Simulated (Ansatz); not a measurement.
## AlO2: which magnetic state is lowest?

The calculation used Ansatz 0.2.0, DFT PBE, scalar-relativistic, plane waves, PAW.

```yaml
crystal:
  lattice:
    - [1.48816, -5.40283, 0.00000]
    - [1.48816, 5.40283, 0.00000]
    - [0.00000, 0.00000, 3.64661]
  atoms:
    - { symbol: Al, position: [0.33187, 0.66813, 0.25000] }
    - { symbol: Al, position: [0.66813, 0.33187, 0.75000] }
    - { symbol: O, position: [0.70582, 0.29418, 0.25000] }
    - { symbol: O, position: [0.29418, 0.70582, 0.75000] }
    - { symbol: O, position: [0.93893, 0.06107, 0.25000] }
    - { symbol: O, position: [0.06107, 0.93893, 0.75000] }
```

The plane-wave cutoff is 420 eV. The Γ-centred k-mesh is 12×12×10. The occupation rule is Gaussian smearing, 0.1 eV, the list of starting moments (μB, in atom order) is 0 0 0 0 1 1 and the check for lower electronic states after the SCF is off.

All runs keep this geometry, which isn't relaxed for the lowest state (largest force there 0.042 eV/Å, pressure -0.3 GPa; forces reach 0.88 eV/Å in another state) and needn't be a stable compound; relaxing each order can shift differences of a few meV. Signs run over the atoms with starting moments. The large starts are 0 0 0 0 2.5 2.5 μB. The small starts are 0 0 0 0 0.5 0.5 μB. Site moments are spin moments in atom-centred spheres that scale with the neighbour distance. The states are those that the runs reached from these starts; a lower one can exist.

Question: Starts tried: no spin; ferromagnetic; large parallel starting moments; antiferromagnetic in the cell, signs +-; small parallel starting moments. Which state comes out lowest, and what are the moments?

Answer: The lowest state is ferromagnetic, reached from the start “ferromagnetic” and the start “large parallel starting moments” and the start “small parallel starting moments”, with site moments (μB) O +0.10 (×2), O +0.74 (×2).

```
                                  start ends energy above lowest (meV/atom) site moments (μB) gap on mesh (eV) P (GPa)
                                no spin non-magnetic                            50.2                      none over 0.05             metal     -1.2
                          ferromagnetic ferromagnetic                            0.00          O +0.10 (×2), O +0.74 (×2) metal     -0.3
        large parallel starting moments ferromagnetic                            0.00          O +0.10 (×2), O +0.74 (×2) metal     -0.3
antiferromagnetic in the cell, signs +-  antiferromagnetic                            40.9  O -0.06, O +0.06, O +0.22, O -0.22             metal     -0.2
        small parallel starting moments ferromagnetic                            0.00          O +0.10 (×2), O +0.74 (×2) metal     -0.3
```

Cost: 5 runs of about 6.2 core-minutes in all, on Arm Neoverse V1 (shared hosts).